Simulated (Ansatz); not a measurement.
Sr₂MoO₄:
```
Sr2MoO4
1.0
   -1.94776     1.94776     6.45836
    1.94776    -1.94776     6.45836
    1.94776     1.94776    -6.45836
Sr Mo O
2 1 4
Cartesian
  0.00000   0.00000   4.53609
  0.00000   0.00000   8.38062
  0.00000   0.00000   0.00000
  0.00000   1.94776   0.00000
  1.94776   0.00000   0.00000
  0.00000   0.00000  10.80860
  0.00000   0.00000   2.10811
```

Relaxed with r²SCAN. Special points in fractions of this cell's reciprocal vectors: Γ (0.000, 0.000, 0.000); X (0.000, 0.000, 0.500); P (0.250, 0.250, 0.250); N (0.000, 0.500, 0.000); M (0.500, 0.500, -0.500); S (0.273, 0.727, -0.273); S0 (-0.273, 0.273, 0.273); R (-0.045, 0.045, 0.500); G (0.500, 0.500, -0.045).

Q: List the band energies nearest the Fermi level at these points for plane-wave PAW r²SCAN with spin–orbit coupling (Ansatz code).

A: In eV from the Fermi level; about four levels below and three above (degenerate sets whole), none deeper than 8.9 eV; points with the same levels are listed once.

```json
[
 {"k": "Γ", "below": "-0.75 -0.75 -0.67 -0.67", "above": "2.00 2.00 2.49 2.49"},
 {"k": "X", "below": "-3.63 -3.63 -3.19 -3.19", "above": "1.35 1.35 1.57 1.57"},
 {"k": "P", "below": "-3.37 -3.37 -3.37 -3.37", "above": "1.40 1.40 1.48 1.48"},
 {"k": "N", "below": "-3.70 -3.70 -0.36 -0.36", "above": "1.02 1.02 1.29 1.29"},
 {"k": "M", "below": "-0.35 -0.35 -0.26 -0.26", "above": "1.80 1.80 2.50 2.50"},
 {"k": "S", "below": "-3.61 -3.61 -0.34 -0.34", "above": "0.97 0.97 1.27 1.27"},
 {"k": "R", "below": "-3.67 -3.67 -3.19 -3.19", "above": "1.30 1.30 1.53 1.53"}
]
```

Space group I4/mmm. The first step of the workflow began from a Materials Project structure, measured or hypothetical; the Crystallography Open Database copy checked does not list it. Whether it is the stable phase at ambient conditions was not checked. The cell was relaxed with r²SCAN under the symmetry of its start; whether a distortion lowers the energy is not shown. The run is not spin-polarised. No Hubbard U is applied.

Potentials: the later of the program's two PAW sets.
